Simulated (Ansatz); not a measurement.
BeS:
Space group P6₄22 (No. 181); a = b = 3.406 Å, c = 7.719 Å, α = β = 90.00°, γ = 120.00°

| atom | site | symmetry | x | y | z |
|---|---|---|---|---|---|
| Be | 3c | 222 | 0.5000 | 0.0000 | 0.0000 |
| S | 3d | 222 | 0.5000 | 0.0000 | 0.5000 |

Relaxed at zero pressure with DFT-PBE+D3(BJ) in the program Ansatz with PAW potentials.

Q: The volume is lowered by 3 % and shape and atoms relax at that volume. What pressure results, and how do the axes share the change?

A: 3.5 GPa; a -1.0 %, b -1.0 %, c -1.0 %; the energy rises by 4 meV/atom.

Q: Give the new structure.

A: 
Space group P6₄22 (No. 181); a = 3.371 Å, b = 3.371 Å, c = 7.645 Å, α = 90.00°, β = 90.00°, γ = 120.00°

| atom | site | symmetry | x | y | z |
|---|---|---|---|---|---|
| Be | 3c | 222 | 0.5000 | 0.0000 | 0.0000 |
| S | 3d | 222 | 0.5000 | 0.0000 | 0.5000 |

The phase is kept; no other phase was compared at this pressure.

Space group P6_422. The start of the workflow was typed in or built on a structure type; neither database checked (COD, Materials Project) lists it. COD files the formula under space group No. 216, so this cell is another polymorph or a model. Whether it is the stable phase at ambient conditions was not checked. Symmetry was held in the PBE+D3(BJ) relaxation; its stability against distortions is not shown here.

Potentials: the later of the program's two PAW sets.
